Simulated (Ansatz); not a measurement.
C:
```xyz
6
Lattice="4.4356 0.0000 0.0000 -2.2178 3.8413 0.0000 0.0000 0.0000 2.5195" Properties=species:S:1:pos:R:3 pbc="T T T"
C      0.0000     3.4416     0.6299
C     -0.7627     2.1205     0.6299
C      0.7627     2.1205     0.6299
C      2.2178     0.3997     1.8896
C      2.9805     1.7208     1.8896
C      1.4550     1.7208     1.8896
```

Relaxed with PBEsol. Special points in fractions of this cell's reciprocal vectors: Γ (0.000, 0.000, 0.000); M (0.500, 0.000, 0.000); K (0.333, 0.333, 0.000); A (0.000, 0.000, 0.500); L (0.500, 0.000, 0.500); H (0.333, 0.333, 0.500).

Question: List the band energies nearest the valence-band maximum at these points for the program Ansatz at the PBEsol level (PAW).

Answer: In eV from the valence-band maximum; about four levels below and three above (degenerate sets whole), none deeper than 8.9 eV; points with the same levels are listed once.

```json
[
 {"k": "Γ", "below": "-3.69 -3.69 0.00 0.00", "above": "2.24 3.38 3.65"},
 {"k": "M", "below": "-5.89 -5.71 -3.72 -1.76", "above": "4.65 4.92 5.83"},
 {"k": "K", "below": "-5.35 -5.35 -3.74 -3.48", "above": "5.30 5.30 6.66"},
 {"k": "A", "below": "-5.37 -5.37 -5.37 -5.37", "above": "5.52 5.52 6.83 6.83"},
 {"k": "L", "below": "-5.44 -5.44 -4.26 -4.26", "above": "4.11 4.11 4.59 4.59"},
 {"k": "H", "below": "-5.28 -5.28 -4.51 -4.51", "above": "4.15 4.15 5.58 5.58"}
]
```

Space group P6_3/mmc. The start of the workflow was typed in or built on a structure type. Its sites differ from those of the usual phase in this space group: another stacking or structure type. The cell was relaxed with PBEsol under the symmetry of its start; whether a distortion lowers the energy is not shown.

Potentials: the earlier of the program's two PAW sets. The files were generated under PBE; for other functionals the program regenerates the frozen cores, and for LDA and PBEsol the local potential too.
